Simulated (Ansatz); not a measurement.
HfO₂:
```xyz
12
Lattice="5.0959 0.0000 0.0000 0.0000 5.1769 0.0000 -0.8806 0.0000 5.1968" Properties=species:S:1:pos:R:3 pbc="T T T"
Hf     1.2290     0.2223     1.0819
Hf     3.4266     2.8107     1.5165
Hf     2.9864     4.9546     4.1149
Hf     0.7887     2.3661     3.6804
O      0.0627     1.7462     1.7717
O      4.5929     4.3346     0.8267
O      4.1526     3.4307     3.4252
O     -0.3776     0.8423     4.3701
O      1.8558     3.9250     2.4945
O      2.7998     1.3366     0.1039
O      2.3595     1.2519     2.7023
O      1.4156     3.8403     5.0929
```

PBEsol (plane waves, PAW; program Ansatz) gives a gap of 3.97 eV without spin–orbit coupling, maximum at Γ, minimum at Y2.

Q: What happens when spin–orbit coupling is switched on?

A: The gap decreases by 0.01 eV, to 3.96 eV; maximum at Γ, minimum at Y2.

Q: Give the electron effective mass with spin–orbit coupling.

A: 0.98, 0.98, 3.5 mₑ (principal values).

Q: Give the hole effective mass with spin–orbit coupling.

A: 1.9 along y, 2.6 along z (mₑ).

Space group P2_1/c. Symmetry was held in the PBEsol relaxation. No spin polarisation was allowed.

Potentials: the later of the program's two PAW sets.
